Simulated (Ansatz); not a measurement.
Polymorphs of GaAs, each relaxed with DFT-PBE in the program Ansatz with PAW potentials:

A: P6_222, a = b = 4.0813 Å, c = 8.9374 Å, α = β = 90.00°, γ = 120.00°

B: rock salt (Fm-3m), a = 5.3935 Å, b = 5.3935 Å, c = 5.3935 Å, α = 90.00°, β = 90.00°, γ = 90.00°

C: zinc blende (F-43m), a = 5.745 Å, b = 5.745 Å, c = 5.745 Å, α = 90.00°, β = 90.00°, γ = 90.00°

D: CsCl type (Pm-3m), a = 3.3740 Å, b = 3.3740 Å, c = 3.3740 Å, α = 90.00°, β = 90.00°, γ = 90.00°

Problem. Rank these by energy per atom at 0 K (lowest first), as PBE gives it.

Solution. C (+0 meV/atom), A (+190 meV/atom), B (+327 meV/atom), D (+537 meV/atom)

Problem. Give each one's gap.

Solution. A no gap; B no gap; C 0.16 eV; D no gap.

Constructed cells (a structure type filled with these elements, in neither database checked): D. Typed or built starts, not in the databases checked: A; B. Not the usual ambient phase: A; B; D. All cells were relaxed under the symmetry of their starts (and spin orders); stability against distortions was not tested throughout. Spin–orbit coupling is left out wherever it is not named.

Energies hold the estimated change up to a 700 eV cutoff; steps of a few meV lie near the error of the meshes.

Potentials: the earlier of the program's two PAW sets.
